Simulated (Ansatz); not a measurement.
The relaxed structure here is a generated cell of TiTe2: the first start was made by placing the elements on the sites of a structure type, and the end was not matched to a known phase here, so it may be hypothetical. Known forms of TiTe2 include space group No. 164.

A relaxed cell of TiTe$_{2}$ (P4₂/nmc (No. 137)), relaxed on a k-mesh at least as fine as the one used below. Computed with PBE (plane waves to 420 eV, PAW, scalar-relativistic; Ansatz, a program for electronic structure). Γ-centred k-mesh 7×7×3 on the run's cell (coarser than for final values), Fermi–Dirac smearing 0.05 eV.

```
CELL_PARAMETERS angstrom
      4.84625     0.00000     0.00000
      0.00000     4.84625     0.00000
      0.00000     0.00000    14.07865
ATOMIC_POSITIONS crystal
  Te 0.00000 0.50000 0.14868
  Te 0.00000 0.50000 0.64868
  Te 0.50000 0.00000 0.35132
  Te 0.50000 0.00000 0.85132
  Te 0.00000 0.50000 0.39868
  Te 0.00000 0.50000 0.89868
  Te 0.50000 0.00000 0.10132
  Te 0.50000 0.00000 0.60132
  Ti 0.00000 0.00000 0.00000
  Ti 0.00000 0.00000 0.50000
  Ti 0.50000 0.50000 0.25000
  Ti 0.50000 0.50000 0.75000
```

The atoms are displaced along an unstable phonon of this cell by (Å):

```json
[
 {"atom": "Te1", "ux": "0.000", "uy": "0.060", "uz": "0.000"},
 {"atom": "Te2", "ux": "0.000", "uy": "-0.060", "uz": "0.000"},
 {"atom": "Te3", "ux": "0.000", "uy": "0.083", "uz": "0.000"},
 {"atom": "Te4", "ux": "0.000", "uy": "-0.083", "uz": "0.000"},
 {"atom": "Te5", "ux": "0.000", "uy": "0.083", "uz": "0.000"},
 {"atom": "Te6", "ux": "0.000", "uy": "-0.083", "uz": "0.000"},
 {"atom": "Te7", "ux": "0.000", "uy": "-0.060", "uz": "0.000"},
 {"atom": "Te8", "ux": "0.000", "uy": "0.060", "uz": "0.000"},
 {"atom": "Ti9", "ux": "0.000", "uy": "-0.150", "uz": "0.000"},
 {"atom": "Ti10", "ux": "0.000", "uy": "0.150", "uz": "0.000"},
 {"atom": "Ti11", "ux": "0.000", "uy": "0.150", "uz": "0.000"},
 {"atom": "Ti12", "ux": "0.000", "uy": "-0.150", "uz": "0.000"}
]
```

Question: What forces (eV/Å) and pressure result?

Answer: 
```csv
atom,Fx,Fy,Fz
Te1,0.00,0.07,0.06
Te2,0.00,-0.07,0.06
Te3,0.00,0.16,0.01
Te4,0.00,-0.16,0.01
Te5,0.00,0.16,-0.01
Te6,0.00,-0.16,-0.01
Te7,0.00,-0.07,-0.06
Te8,0.00,0.07,-0.06
Ti9,0.00,-0.06,-0.03
Ti10,0.00,0.06,-0.03
Ti11,0.00,0.06,0.03
Ti12,0.00,-0.06,0.03
```

Pressure +0.2 GPa.

The undisplaced cell is probably no minimum: from this displacement the run went on to Pnma (No. 62), 0.23 eV/atom below it.

No spin polarisation in the result.
